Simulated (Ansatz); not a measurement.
**Is this Li₂BeS₂ structure a true minimum?**

The structure comes from a generated guess, relaxed at this level; another structure or a mixture of phases may lie lower.

Computed with DFT PBE, scalar-relativistic, plane waves, PAW (Ansatz 0.2.0). Cutoff 420 eV; k points 6×6×4 on the computed 5-atom cell (Γ-centred); Gaussian smearing, width 0.02 eV; no spin polarisation.

The cell below (5 atoms, space group P3m1 (No. 156)) is relaxed within its symmetry.

```cif
data_structure
_symmetry_space_group_name_H-M 'P 1'
_symmetry_Int_Tables_number 1
_cell_length_a 3.7528
_cell_length_b 3.7528
_cell_length_c 6.7566
_cell_angle_alpha 90.000
_cell_angle_beta 90.000
_cell_angle_gamma 120.000
_cell_volume 82.41
loop_
_atom_site_label
_atom_site_type_symbol
_atom_site_fract_x
_atom_site_fract_y
_atom_site_fract_z
_atom_site_occupancy
Li1 Li 0.00000 0.00000 0.40800 1
Li2 Li 0.33333 0.66667 0.80496 1
Be1 Be 0.33333 0.66667 0.17474 1
S1 S 0.00000 0.00000 0.04062 1
S2 S 0.33333 0.66667 0.46863 1
```

For the test a repeat of it with 10 atoms (edges 3.75, 6.50, 6.76 Å) was strained at random (σ = 1.5 % a component), the atoms were moved at random (σ = 0.15 Å), and all was relaxed again on a coarse 4×2×2 mesh (in the run’s order of axes) with 0.10 eV smearing, with no symmetry imposed.

Task: What happens?

Result: It doesn't return. The energy falls by 105 meV/atom on that mesh, the volume changes by -11.3 %, and the end has space group Cm (No. 8) at a loose tolerance. Relaxed again on an 8×8×4 mesh with 0.02 eV smearing, the new structure lies 104 meV/atom below the first (mesh in the axes of the run's cell; the cell below is made exact in the group named). Space group Cm (No. 8), monoclinic, a = 6.436 Å, b = 3.698 Å, c = 6.149 Å, β = 91.0°. Around Li on its first site lie 4 S at 2.22–2.31 Å, 3 Be at 2.64 Å and 3 Li at 2.85–2.88 Å; around Li on its second site lie 3 S at 2.51–2.52 Å, 3 S at 2.84–2.98 Å and 3 Li at 2.85–2.88 Å; Be has 1 S at 2.13 Å, 3 S at 2.27 Å and 3 Li at 2.64 Å; S on its first site has 3 Be at 2.27 Å, 1 Li at 2.31 Å, 2 Li at 2.84 Å and 1 Li at 2.98 Å; 1 more site not described.

```xyz
5
Lattice="3.2180 -1.8488 0.0000 3.2180 1.8488 0.0000 -0.1098 0.0000 6.1480" Properties=species:S:1:pos:R:3 pbc="T T T"
Li    0.3939    0.0000    2.6087
Li    2.5541    0.0000    4.5093
Be    4.6897    0.0000    1.0588
S     0.3949    0.0000    0.2985
S     4.6896    0.0000    3.1872
```
